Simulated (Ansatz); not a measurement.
Mg₃TiNO₃:
```xyz
8
Lattice="2.9624 0.0000 0.0000 0.0000 2.9624 0.0000 0.0000 0.0000 8.5950" Properties=species:S:1:pos:R:3 pbc="T T T"
Ti     0.0000     0.0000     0.0000
N      1.4812     1.4812     0.0000
Mg     1.4812     1.4812     2.1750
O      0.0000     0.0000     2.1955
Mg     0.0000     0.0000     4.2975
O      1.4812     1.4812     4.2975
Mg     1.4812     1.4812     6.4199
O      0.0000     0.0000     6.3994
```

Relaxed with r²SCAN. Special points in fractions of this cell's reciprocal vectors: Γ (0.000, 0.000, 0.000); X (0.000, 0.500, 0.000); M (0.500, 0.500, 0.000); Z (0.000, 0.000, 0.500); R (0.000, 0.500, 0.500); A (0.500, 0.500, 0.500).

List the band energies nearest the Fermi level at these points for r²SCAN (plane waves, PAW; program Ansatz).

In eV from the Fermi level; about four levels below and three above (degenerate sets whole), none deeper than 8.9 eV; points with the same levels are listed once.

```json
[
 {"k": "Γ", "below": "-3.95 -2.57 -2.57 -2.12", "above": "0.88 0.88 1.11"},
 {"k": "X", "below": "-5.36 -5.27 -5.14 -4.68", "above": "1.16 1.87 1.97"},
 {"k": "M", "below": "-4.50 -4.50 -4.30 -0.79 -0.79", "above": "2.24 2.47 3.39"},
 {"k": "Z", "below": "-4.67 -2.57 -2.57 -2.12", "above": "0.89 0.89 1.15"},
 {"k": "R", "below": "-5.36 -5.27 -5.14 -5.08", "above": "1.16 1.84 1.93"},
 {"k": "A", "below": "-4.59 -4.59 -4.33 -0.70 -0.70", "above": "2.33 2.47 3.39"}
]
```

Space group P4/mmm. The start of the workflow was typed in or built on a structure type; neither database checked (COD, Materials Project) lists it. Its standing as an ambient phase is unchecked. The cell was relaxed with r²SCAN under the symmetry of its start; whether a distortion lowers the energy is not shown. The workflow began spin-polarised and lost its moments. The cell computed holds one magnetic atom, so no antiferromagnetic order was within reach. The compound may be a true metal, but semilocal functionals without U, or a wrong spin order, can also close a gap.

Potentials: the earlier of the program's two PAW sets.
